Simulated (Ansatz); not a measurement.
MoSi$_{2}$ (MoSi2 type, space group I4/mmm)

```xyz
6
Lattice="-3.2169 3.2169 7.8730 0.0000 0.0000 7.8730 0.0000 3.2169 0.0000" Properties=species:S:1:pos:R:3 pbc="T T T"
Mo     0.0000     0.0000     0.0000
Mo    -1.6085     1.6085    11.8095
Si     0.0000     0.0000     2.6384
Si    -1.6085     1.6085     6.5749
Si     0.0000     3.2169     5.2347
Si    -1.6085     1.6085     9.1712
```

A phonon eigenvector at M = (0.5, 0.5, 0.5) is frozen into this cell: atom i moves by Q times the vector below, so Q is the largest atomic displacement, in Å. The cell is held. It is one choice among 2 degenerate patterns. (q is in reciprocal vectors of the primitive cell; the cell shown is doubled to hold the pattern.)

| atom | x | y | z |
|---|---|---|---|
| Mo1 | 0.000 | -1.000 | 0.000 |
| Mo2 | 0.000 | 1.000 | 0.000 |
| Si3 | 0.000 | 0.507 | 0.000 |
| Si4 | 0.000 | -0.507 | 0.000 |
| Si5 | 0.000 | 0.507 | 0.000 |
| Si6 | 0.000 | -0.507 | 0.000 |

Method: PBE (plane waves to 420 eV, PAW, scalar-relativistic; Ansatz, a first-principles code). k mesh 20×20×20 (Γ-centred), Fermi-Dirac smearing 0.05 eV. Energies are smeared free energies. With partly filled bands, energies and forces of such displacements shift with the k mesh and the smearing. MoSi2 is run without spin polarisation. MoSi2 was relaxed with its symmetry unable to fall. The zero of ΔE is the undisplaced structure. The last digit holds for this mesh only.

```
Q (Å)    ΔE (meV/cell)
-------  -------------
-0.1000          132.2
-0.0833           91.8
-0.0667           58.8
-0.0500           33.1
-0.0333       withheld
-0.0167            3.7
0.0000             0.0
0.0167             3.7
0.0333        withheld
0.0500            33.1
0.0667            58.8
0.0833            91.8
0.1000           132.2
```

Q: Fit an even polynomial form (powers 2, 4) to the given rows and predict ΔE at Q = 0.0333.

A: Least squares on the 11 given rows: ΔE = (13230)·Q² + (-1267)·Q⁴, in meV/cell with Q in Å; root-mean-square residual 0.03 meV/cell. At 0.0333 the fit gives 14.7 meV/cell; the calculation gives 14.7 meV/cell, the same to the digits shown. The quadratic term alone would give 14.7 meV/cell.

(For displaced atoms, the force is minus the slope of the energy, and its curvature is a force constant, which sets phonon frequencies.)
